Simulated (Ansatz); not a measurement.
**CaHg (Pm-3m): elastic constants by finite strains**

Level of theory: PBEsol, PAW on Ansatz 0.2.0's default frozen-core files (fitted under PBE), scalar-relativistic.

The cell comes from a PAW relaxation under the same functional.

The structure is one entry of a database and needn't be the stable phase.

Launched as:

```sh
ansatz run input.yaml --threads 1 --pin off --max-ram 2560MiB --backend cpu --events-out ev --progress --plain --runs-dir out
```

input.yaml:

```yaml
crystal:
  lattice:
    - [3.71870625179, 0.0, 0.0]
    - [0.0, 3.71870625179, 0.0]
    - [0.0, 0.0, 3.71870625179]
  atoms:
    - { symbol: Ca, position: [0.0, 0.0, 0.0] }
    - { symbol: Hg, position: [0.5, 0.5, 0.5] }
kpoints:
  mp_grid: { grid: [12, 12, 12] }
scf:
  occupations: { method: fermi_dirac, width: 0.05 }
hamiltonian:
  xc: pbesol
  pseudopotentials: { kind: paw }
elastic:
  mode: relaxed_ion
  stencil: two_point
  amplitude: 0.005
```

The program printed:

```
Warning: RAYON_NUM_THREADS=1 ignored (pool sized by the plan → 1); use --threads N
Engine: ansatz 0.2.0, aarch64-unknown-linux-gnu
Pseudopotentials: kind: paw
Pseudopotential: Ca, paw, valence charge 10, recommended cutoff 420 eV (normal), Ca.paw.azcp
Pseudopotential: Hg, paw, valence charge 20, recommended cutoff 420 eV (normal), Hg.paw.azcp
Functional definition: PBEsol
  exchange = pbesol_x
  correlation = pbesol_c
Crystal: 2 atoms, lattice volume = 51.425 Å³
Basis set: ecut = 420 eV, 1021 PW (Γ), exchange–correlation on 50×50×50 points (8 copies of the dense FFT grid, shifted against one another)
Bands: 19, of which v1, the nominal top of the filled ones, is band 15 counted from 1 (14 counted from 0)
Symmetry: 48 space group operations
Space group: Pm-3m (ITA 221), of the structure as read, at distance tolerance 3.7e-5 Å
k-points: 84 of 1728
Non-local potential: Ca, projectors of the file, l = 0: 3, l = 1: 2, l = 2: 2
Non-local potential: Hg, projectors of the file, l = 0: 3, l = 1: 2, l = 2: 2, l = 3: 1
PAW form: soft (Blöchl's): semilocal exchange-correlation on the pseudo side does not see the compensation charge
PAW frozen core: Ca, regenerated for the run's functional, and the local potential with it (the file was generated under x = pbe(κ = 0.804, μ = 0.2195149727645171), c = pbe(β = 0.06672455060314922))
PAW frozen core: Hg, regenerated for the run's functional, and the local potential with it (the file was generated under x = pbe(κ = 0.804, μ = 0.2195149727645171), c = pbe(β = 0.06672455060314922))
PAW one-centre angular grid: Ca, 110 points (default); XC on 64 Gauss nodes
PAW one-centre angular grid: Hg, 590 points (default); XC on 64 Gauss nodes
Initial density: superposition of atomic densities (neutral atoms: chi_scale 0, normalization atom), corrected by the library's trained network
Initial wavefunctions: pseudopotential atomic-orbital guess
Functional: x = pbesol(κ = 0.804, μ = 0.12345679012345678), c = pbesol(β = 0.046)
[... 82 lines left out ...]
  E_vpaw       = -507.546335  (= ΣTr[D̂ρ^β])
  E_aug_tail   = 0.000893  (compensation charges beyond the density's cutoff)
  E_ewald      = -3367.713753
  E_core_change = 0.447446  (= ΣΔE_core)
  E_smearing   = -0.010311  (= −TS)
  E_closure    = 0.000000  (closes the sum)
  Σ components = -15462.980208   (vs F -15462.980208, Δ=0.00e0)
--- Forces (eV/Å), atoms counted from 1 ---
  atom   1  Ca    -0.00000000    -0.00000000    -0.00000000
  atom   2  Hg    -0.00000000     0.00000000     0.00000000
  max |Σ_I F_I| component: 1.03e-29 eV/Å
--- Stress (GPa, compression-positive) ---
        0.007110       0.000000      -0.000000
        0.000000       0.007110       0.000000
        0.000000       0.000000       0.007110
  P = ⅓ Tr σ = 0.0071 GPa (0.071 kbar)
--- Elastic constants: 2 strain directions × 2 members + reference (group order 48) ---
  dense FFT box of the reference and of every strained cell: 25×25×25
  strains applied: 11, 23; error gains: componentwise 1.00 (the most a stress slope's error grows in a printed constant), spectral 1.73 (1 for all six strains in a standard setting)
  C = ∂σ_k/∂η_j (tension-positive GPa; Voigt order 11 22 33 23 13 12):
        53.314     36.334     36.334     -0.000     -0.000     -0.000
        36.334     53.314     36.334     -0.000     -0.000     -0.000
        36.334     36.334     53.314     -0.000     -0.000     -0.000
        -0.000      0.000      0.000     30.693     -0.000      0.000
         0.000     -0.000     -0.000      0.000     30.693      0.000
        -0.000      0.000      0.000      0.000      0.000     30.693
  reference stress σ⁰ (GPa):     -0.007     -0.007     -0.007     -0.000      0.000     -0.000
  C* (energy form; C + prestress term) asymmetry max|C*_kj − C*_jk| = 2.132e-14 GPa — a small one proves nothing (zero by symmetry where the batch's group is 432, −43m or m−3m); a large one is finite-difference/SCF noise where ...
  moduli (Voigt/Reuss/Hill, GPa): K = 41.99/41.99/41.99   G = 21.81/15.00/18.41   E = 48.18   ν = 0.309
  mechanically stable: yes (min eigenvalue of sym C = 16.98 GPa)
  strain η (Voigt 11):  stress-route row diagonal C_11 = 53.31 GPa, energy-path curvature d²(F+E_count+ΔE)/dδ²/Ω₀ = 53.16 GPa
         δ    σ_11 (GPa)             F (eV)   n_scf  n_hpsi   n_pw
    -5.000e-3      -0.2789      -15462.9799818      10   76607   1021   relax 0 steps, max|allowed force component| 2.45e-29 eV/Å
     5.000e-3       0.2542      -15462.9800102       7   60048   1024   relax 0 steps, max|allowed force component| 6.30e-30 eV/Å
  strain η (Voigt 23):  stress-route row diagonal C_44 = 30.69 GPa, energy-path curvature d²(F+E_count+ΔE)/dδ²/Ω₀ = 30.69 GPa
         δ    σ_23 (GPa)             F (eV)   n_scf  n_hpsi   n_pw
    -5.000e-3      -0.1535      -15462.9800861       8  103002   1024   relax 0 steps, max|allowed force component| 2.52e-29 eV/Å
     5.000e-3       0.1535      -15462.9800861       7   98281   1024   relax 0 steps, max|allowed force component| 2.52e-29 eV/Å
```

The calculation finished and met its thresholds.

### Elastic constants

Elastic constants of a crystal by Kohn-Sham DFT: slopes of the stress over finite engineering strains of the given cell, Voigt indices, Cartesian axes as in the input.

* Pressure at rest: 0.007 GPa
* Least elastic eigenvalue: 16.98 GPa
* Elastically stable: yes

```tsv
index	elastic (GPa)
11	53.31
12	36.33
44	30.69
```

**Strained cells**

Stress of each strained cell less that at rest, tension positive.

```
strain component  strain  stress xx (GPa)  stress yy (GPa)  stress zz (GPa)  stress yz (GPa)  stress xz (GPa)  stress xy (GPa)  relaxation steps
              xx  -0.005          -0.2718          -0.1838          -0.1838                0                0                0                 0
              xx   0.005           0.2613           0.1795           0.1795                0                0                0                 0
              yz  -0.005          -0.0006          -0.0017          -0.0017          -0.1535                0                0                 0
              yz   0.005          -0.0006          -0.0017          -0.0017           0.1535                0                0                 0
```

**Elastic moduli**

Hill averages of a grain aggregate, Debye temperature from the mean sound speed over directions.

```json
{"Bulk modulus": "41.99 GPa", "Shear modulus": "18.41 GPa", "Young modulus": "48.18 GPa", "Poisson ratio": "0.3088", "Bulk over shear modulus": "2.281", "Elastic anisotropy index": "2.27", "Least young modulus": "23.86 GPa", "Largest young modulus": "74.04 GPa", "Longitudinal sound speed": "2926 m/s", "Transverse sound speed": "1539 m/s", "Elastic debye temperature": "168.8 K", "Linear compressibility (x, y, z)": "7.938, 7.938, 7.938 1/TPa", "Zener ratio": "3.615", "Cauchy pressure": "5.64 GPa"}
```

Known limits: frozen-core PAW files fitted under PBE, their cores solved anew for the functional of the run; responses of metals move with mesh and smearing; no spin-orbit coupling on heavy atoms.

Time and hardware: 48 s on 1 thread of Arm Neoverse V2, with other jobs on the host, peak memory 0.51 GiB.
